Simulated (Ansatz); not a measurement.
SiO₂ in space group Ama2 (No. 40; Si on 8c, O on 4a, O on 8c, O on 4b), plane-wave PAW r²SCAN (Ansatz code). The conduction-band minimum lies at Γ, with 1 equivalent valley. Second derivatives d²E/dk² of the lowest band at one valley (eV·Å²), along Cartesian directions:

```json
[
 {"direction": "[100]", "d²E/dk²": "13.80"},
 {"direction": "[010]", "d²E/dk²": "13.80"},
 {"direction": "[001]", "d²E/dk²": "13.75"},
 {"direction": "[110]", "d²E/dk²": "13.80"},
 {"direction": "[101]", "d²E/dk²": "13.77"},
 {"direction": "[011]", "d²E/dk²": "13.77"}
]
```

Task: Find the principal effective masses, the density-of-states mass and the conductivity mass.

Result: Off-diagonal terms follow from H_xy = H[110] − (H_xx + H_yy)/2, and m*/mₑ = 7.620 eV·Å² over each eigenvalue: 0.55, 0.55, 0.55. One valley's DOS mass (m₁m₂m₃)^(1/3) = 0.55, conductivity mass 3/(Σ 1/mᵢ) = 0.55 mₑ.

Task: What effective density of states Nc follows at 300 K for parabolic valleys?

Result: Nc = 2.509e19 × 1 × (0.55)^(3/2) ≈ 1.0e19 cm⁻³.

Task: With the computed static dielectric constant 3.76 (mean of the diagonal), estimate a hydrogenic donor's binding energy and radius.

Result: E = 13.606 eV × 0.55/3.76² ≈ 530 meV; a = 0.529 Å × ε/m* ≈ 3.6 Å. Semilocal masses tend to be too small when the gap is underestimated.

The first step of the workflow began from a Materials Project structure, measured or hypothetical; the Crystallography Open Database copy checked does not list it. It is not the phase usual at ambient conditions (space group No. 92, 152, 154). Symmetry was held in the r²SCAN relaxation; its stability against distortions is not shown here.

Potentials: the later of the program's two PAW sets.
